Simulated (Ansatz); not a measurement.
One crystal and one scan (energy against volume) at two levels, PBE (plane waves to 420 eV, PAW, scalar-relativistic; Ansatz, a quantum-chemistry and plane-wave program) and PBEsol (plane waves to 420 eV, PAW, scalar-relativistic; Ansatz), each from its own relaxed cell and on its own mesh.

The crystal is NiSi (MnP type, space group Pnma); the cell is scaled evenly about its relaxed volume V₀.

The energy includes the smearing's −TS. NiSi is run without spin polarisation. NiSi was relaxed with its symmetry unable to fall. The PAW data are Ansatz's earlier set. With the shape held, the modulus is that of even scaling; a crystal free to change shape is softer. Both scans cover V/V₀ from 0.900 to 1.100.

| quantity | run 1 | run 2 |
|---|---|---|
| Lattice constant a (Å) | 5.105 | 5.190 |
| Lattice constant b (Å) | 3.360 | 3.350 |
| Lattice constant c (Å) | 5.504 | 5.624 |
| Relaxed volume (Å³/atom) | 11.80 | 12.22 |
| Pressure at the smallest volume (GPa) | 24.9 | 22.6 |
| Energy cost of the largest compression (meV/atom) | 83 | 78 |
| Energy cost of the largest expansion (meV/atom) | 57 | 53 |
| Bulk modulus at fixed cell shape B₀ (third-order Birch-Murnaghan fit) (GPa) | 185.4 | 167.3 |
| Pressure for 5 % compression (fit) (GPa) | 10.7 | 9.7 |

Q: Which run is which level?

A: Run 2 is PBE, run 1 is PBEsol. PBE gives the higher value for: lattice constant a; lattice constant c; relaxed volume. PBE gives the lower value for: lattice constant b; pressure at the smallest volume; energy cost of the largest compression; energy cost of the largest expansion; bulk modulus at fixed cell shape B₀; pressure for 5 % compression.

(Under strain, the slope of the energy per volume gives the stress and its curvature an elastic modulus.)
